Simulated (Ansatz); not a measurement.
The relaxed structure here is a generated cell of ZnS: the first start was made by placing the elements on the sites of a structure type, and the end was not matched to a known phase here, so it may be hypothetical. Known forms of ZnS include space group No. 186, 216.

A relaxed structure of ZnS. The numbers are results of r2SCAN (plane waves to 500 eV, PAW, scalar-relativistic; Ansatz, a first-principles code), not measurements.

```cif
data_S2Zn2
_chemical_formula_sum 'Zn2 S2'
_space_group_name_H-M_alt 'P 1'
_space_group_IT_number 1
_cell_length_a 3.58967
_cell_length_b 3.58967
_cell_length_c 5.87960
_cell_angle_alpha 90.000
_cell_angle_beta 90.000
_cell_angle_gamma 120.000
loop_
_space_group_symop_operation_xyz
  'x, y, z'
loop_
_atom_site_label
_atom_site_type_symbol
_atom_site_fract_x
_atom_site_fract_y
_atom_site_fract_z
_atom_site_occupancy
Zn1 Zn 0.00000 0.00000 0.50000 1
Zn2 Zn 0.00000 0.00000 0.00000 1
S1 S 0.66667 0.33333 0.25000 1
S2 S 0.33333 0.66667 0.75000 1
```

### Question
Find the space group and the Wyckoff positions (tolerance 0.01 Å).

### Answer
Space group P6₃/mmc (No. 194); a = 3.590 Å, b = 3.590 Å, c = 5.880 Å, α = 90.00°, β = 90.00°, γ = 120.00°

| atom | site | symmetry | x | y | z |
|---|---|---|---|---|---|
| Zn | 2a | -3m. | 0.0000 | 0.0000 | 0.0000 |
| S | 2d | -6m2 | 0.6667 | 0.3333 | 0.2500 |

This is the NiAs type.

### Question
Give the shortest distances between elements (the closest pairs, up to four, under 3.6 Å).

### Answer
S–Zn 2.54 Å; Zn–Zn 2.94 Å; S–S 3.59 Å.

```yaml
volume_per_atom: 16.40 Å³
band_gap: 0.82 eV, indirect (valence top at k = (0, 0.1818, 0), conduction bottom at K) (no spin-orbit coupling)
smallest_direct_gap: 2.38 eV at Γ
```

No spin polarisation in the result.

The run could not lose the symmetry of its start: the end is stationary, and may be a saddle point rather than a minimum.
